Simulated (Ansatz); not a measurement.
Input file for Ansatz (a first-principles code):

Ansatz 0.2 input:
```yaml
crystal:
  lattice:
    - [0.0, 3.7018138431, 3.7018138431]
    - [3.7018138431, 0.0, 3.7018138431]
    - [3.7018138431, 3.7018138431, 0.0]
  atoms:
    - { symbol: Ba, position: [0.0, 0.0, 0.0] }
    - { symbol: Ba, position: [0.25, 0.25, 0.25] }
kpoints:
  mp_grid: { grid: [7, 7, 7] }
  band_path:
    path:
      - [[0.0, 0.0, 0.0], [0.5, 0.0, 0.5], [0.625, 0.25, 0.625]]  # Γ-X-U
      - [[0.375, 0.375, 0.75], [0.0, 0.0, 0.0], [0.5, 0.5, 0.5], [0.5, 0.25, 0.75], [0.5, 0.0, 0.5]]  # K-Γ-L-W-X
    npoints: 12
basis: { xc_grid: 2 }
hamiltonian:
  xc: pbesol
  pseudopotentials: { kind: paw }
magnetization: { noncollinear: true, spin_orbit: true }
scf:
  n_extra_bands: 12
  convergence: { dr2_threshold: 0.0000000001 }
  occupations: { method: gaussian, width: 0.05 }
output: { eigenvalues: true }
```

Output (shortened):

```
Pseudopotential: Ba, paw_fr, valence charge 10
Functional definition: PBEsol
non-collinear run that drives no moment, with spin-orbit …
Crystal: 2 atoms, lattice volume = 101.455 Å³
Basis set: ecut = 420 eV, 1989 PW (Γ), exchange–correlation on 72×72×72 points (8 copies of the dense FFT grid, shifted against one another)
Bands: 32, of which v1, the nominal top of the filled ones, is band 20 counted from 1 (19 counted from 0)
Symmetry: 48 space group operations + 48 with time reversal
k-points: 20 of 343
Projection manifold: j_resolved (fully-relativistic pseudo-atomic orbitals)
SCF iter   1: F=—  HF=-11732.876861 eV  |F-HF|=—  |Δ(HF+E_count)|=         —  Δρ=1.54e-2  dr2=2.08e-1  dr2_m=0.00e0 (ungated)  ethr=3.10e-3  |M|=0.00e0 ∫|m|=0.00e0 μB  |m|>n=0.0e0 m-floor=0.0e0 τ_xc=0.0e0  β_m=0.30  ⟨swp⟩=12.5  Hψ=2282  notcnv=0  defer=4
preconditioner: auto → Kerker (q_TF=auto, 2.081 Å⁻¹)
spin=Noncollinear: Kerker preconditioning applied to the charge; magnetization (m_x, m_y, m_z) channels mix plain (no charge-response kernel on spin).
SCF iter   2: F=—  HF=-11732.852745 eV  |F-HF|=—  |Δ(HF+E_count)|=   2.41e-2  Δρ=1.14e-2  dr2=1.23e-1  dr2_m=0.00e0 (ungated)  ethr=1.04e-3  |M|=0.00e0 ∫|m|=0.00e0 μB  |m|>n=0.0e0 m-floor=0.0e0 τ_xc=0.0e0  β_m=0.65  ⟨swp⟩=1.4  Hψ=419  notcnv=0  defer=54
SCF iter   3: F=—  HF=-11732.815378 eV  |F-HF|=—  |Δ(HF+E_count)|=   3.74e-2  Δρ=1.29e-3  dr2=3.31e-3  dr2_m=0.00e0 (ungated)  ethr=6.17e-4  |M|=0.00e0 ∫|m|=0.00e0 μB  |m|>n=0.0e0 m-floor=0.0e0 τ_xc=0.0e0  β_m=0.82  ⟨swp⟩=3.0  Hψ=551  notcnv=0  defer=80
SCF iter   4: F=—  HF=-11732.814722 eV  |F-HF|=—  |Δ(HF+E_count)|=   6.55e-4  Δρ=3.29e-4  dr2=3.61e-4  dr2_m=0.00e0 (ungated)  ethr=1.65e-5  |M|=0.00e0 ∫|m|=0.00e0 μB  |m|>n=0.0e0 m-floor=0.0e0 τ_xc=0.0e0  β_m=0.91  ⟨swp⟩=2.2  Hψ=399  notcnv=0  defer=86
SCF iter   5: F=—  HF=-11732.814608 eV  |F-HF|=—  |Δ(HF+E_count)|=   1.14e-4  Δρ=8.51e-5  dr2=1.30e-5  dr2_m=0.00e0 (ungated)  ethr=1.80e-6  |M|=0.00e0 ∫|m|=0.00e0 μB  |m|>n=0.0e0 m-floor=0.0e0 τ_xc=0.0e0  β_m=0.96  ⟨swp⟩=2.0  Hψ=323  notcnv=0  defer=86
SCF iter   6: F=—  HF=-11732.814611 eV  |F-HF|=—  |Δ(HF+E_count)|=   2.56e-6  Δρ=2.14e-5  dr2=6.63e-7  dr2_m=0.00e0 (ungated)  ethr=6.50e-8  |M|=0.00e0 ∫|m|=0.00e0 μB  |m|>n=0.0e0 m-floor=0.0e0 τ_xc=0.0e0  β_m=0.98  ⟨swp⟩=2.6  Hψ=468  notcnv=0  defer=86
SCF iter   7: F=—  HF=-11732.814585 eV  |F-HF|=—  |Δ(HF+E_count)|=   2.59e-5  Δρ=3.86e-6  dr2=1.16e-8  dr2_m=0.00e0 (ungated)  ethr=3.32e-9  |M|=0.00e0 ∫|m|=0.00e0 μB  |m|>n=0.0e0 m-floor=0.0e0 τ_xc=0.0e0  β_m=0.95  ⟨swp⟩=2.6  Hψ=498  notcnv=0  defer=88
SCF iter   8: F=—  HF=-11732.814585 eV  |F-HF|=—  |Δ(HF+E_count)|=   1.29e-9  Δρ=9.78e-7  dr2=8.35e-10  dr2_m=0.00e0 (ungated)  ethr=5.82e-11  |M|=0.00e0 ∫|m|=0.00e0 μB  |m|>n=0.0e0 m-floor=0.0e0 τ_xc=0.0e0  β_m=0.98  ⟨swp⟩=3.0  Hψ=488  notcnv=0  defer=88
SCF iter   9: F=-11732.814585 eV  HF=-11732.814585 eV  |F-HF|=7.28e-12  |Δ(HF+E_count)|=  4.53e-10  Δρ=1.69e-7  dr2=2.36e-11  dr2_m=0.00e0 (ungated)  ethr=1.00e-12  |M|=0.00e0 ∫|m|=0.00e0 μB  |m|>n=0.0e0 m-floor=0.0e0 τ_xc=0.0e0  ⟨swp⟩=9.9  Hψ=1389  notcnv=0
SCF 1 converged in 9 iterations: F = -11732.814585 eV  dr2 = 2.36e-11
NSCF: frozen V_eff on 74 k-points
SCF converged after 9 iterations
Magnetization: |M| = 0.0000 μB,  M = (+0.0000, +0.0000, +0.0000) μB
Absolute magnetization: 0.0000 μB (∫|m|)
  site 0: m = (+0.0000, +0.0000, +0.0000) μB, |m| = 0.0000 μB  (R = 1.32 Å)
  site 1: m = (+0.0000, +0.0000, +0.0000) μB, |m| = 0.0000 μB  (R = 1.32 Å)
Free energy (F): -11732.814585 eV
Harris-Foulkes:  -11732.814585 eV  (|F-HF|=7.28e-12)
Internal energy: -11732.812475 eV  (E = F + TS)
E sigma→0 (E₀):  -11732.813530 eV
Entropy (-TS):   -0.002110 eV (-1.055 meV/atom)
Fermi energy:    7.105595 eV
--- Per-component energies (eV) ---
  E_band       = -145.858645
  E_kinetic    = 340.907787
  E_local      = -781.870939  (includes V_loc(G=0)·N_el)
  E_nonlocal   = 117.736144
  E_hartree    = 261.634580
  E_xc         = -333.521327
  E_vxc        = -271.295646  (∫ρ·V_xc dr)
  E_paw        = -10290.300837  (= ΣΔE_a)
  E_vpaw       = -74.605210  (= ΣTr[D̂ρ^β])
  E_aug_tail   = -0.000004  (compensation charges beyond the density's cutoff)
  E_ewald      = -1047.702361
  E_core_change = 0.304484  (= ΣΔE_core)
  E_smearing   = -0.002110  (= −TS)
  E_closure    = 0.000000  (closes the sum)
  Σ components = -11732.814585   (vs F -11732.814585, Δ=0.00e0)
  [band-id]    e_kinetic+e_local+e_nonlocal+2·e_hartree+e_vxc+e_vpaw+e_augmentation_tail = -145.858709   (vs E_band -145.858645, Δ=-6.45e-5)
--- Band table (eV; the first three rows and the last of 20) ---
  k-point 0: bands = ["-22.1868", "-22.1868", "-21.2094", "-21.2094", "-9.0885", "-9.0885", "-7.7845", "-7.7845", "-7.2059", "-7.2059", "-7.2059", "-7.2059", "-5.6625", "-5.6625", "-5.6625", "-5.6625", "5.0676", "5.0676", "7.2668", "7.2668", "7.2668", …
  k-point 1: bands = ["-22.1539", "-22.1539", "-21.2488", "-21.2488", "-9.0703", "-9.0703", "-7.9685", "-7.9685", "-7.2492", "-7.2492", "-6.9875", "-6.9875", "-5.6926", "-5.6926", "-5.6050", "-5.6050", "5.3404", "5.3404", "7.1406", "7.1406", "7.1434", …
  k-point 2: bands = ["-22.0674", "-22.0674", "-21.3499", "-21.3499", "-9.0224", "-9.0224", "-8.2344", "-8.2344", "-7.3370", "-7.3370", "-6.6309", "-6.6309", "-5.7757", "-5.7757", "-5.4856", "-5.4856", "6.0005", "6.0005", "7.0883", "7.0883", "7.0919", …
  k-point 19: bands = ["-21.7880", "-21.7880", "-21.6531", "-21.6531", "-8.9122", "-8.9122", "-8.6132", "-8.6132", "-7.2589", "-7.2589", "-6.3918", "-6.3918", "-5.8725", "-5.8725", "-5.2832", "-5.2832", "6.1763", "6.1763", "6.4344", "6.4344", "7.7788", …
```

Cost: about 40 core-seconds (a rough figure) on shared cores.

Space group Fd-3m (diamond). The start of the workflow was typed in or built on a structure type; neither database checked (COD, Materials Project) lists it. It is not the phase usual at ambient conditions (space group No. 229). The PBEsol relaxation kept the symmetry of its start. At this level the phase is mechanically unstable. The volume moved by -49 % from the start of the relaxation.

Potentials: the later of the program's two PAW sets.

Ansatz is a plane-wave DFT program.
